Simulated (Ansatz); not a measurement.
Sheets of one type (MA2Z4 (prismatic core, outer Z over the empty site)-type), DFT-PBE in the program Ansatz with PAW potentials; HSE06 gaps on those cells.

```json
[
 {"layer": "WGe2N4", "a (Å)": "?", "thickness (Å)": "?"},
 {"layer": "VGe2N4", "a (Å)": "3.005", "thickness (Å)": "7.31"},
 {"layer": "CrGe2N4", "a (Å)": "2.964", "thickness (Å)": "7.31"},
 {"layer": "TaGe2N4", "a (Å)": "3.078", "thickness (Å)": "7.39"}
]
```

Task: What belongs in the gaps?

Result: 
- WGe2N4, a (Å): 3.022
- WGe2N4, thickness (Å): 7.42

Spin orders computed, not proven ground states: VGe2N4, MA2Z4 (prismatic core, outer Z over the empty site)-type layer ferromagnetic; TaGe2N4, MA2Z4 (prismatic core, outer Z over the empty site)-type layer ferromagnetic. Began spin-polarised and lost the moments: CrGe2N4, MA2Z4 (prismatic core, outer Z over the empty site)-type layer. All cells were relaxed under the symmetry of their starts (and spin orders); stability against distortions was not tested throughout. Rows with no word on spin ran without spin polarisation. Spin–orbit coupling is left out wherever it is not named. Constructed layers (a layer type filled with these elements): WGe2N4, MA2Z4 (prismatic core, outer Z over the empty site)-type layer; VGe2N4, MA2Z4 (prismatic core, outer Z over the empty site)-type layer; CrGe2N4, MA2Z4 (prismatic core, outer Z over the empty site)-type layer; TaGe2N4, MA2Z4 (prismatic core, outer Z over the empty site)-type layer.

Potentials: the later of the program's two PAW sets.
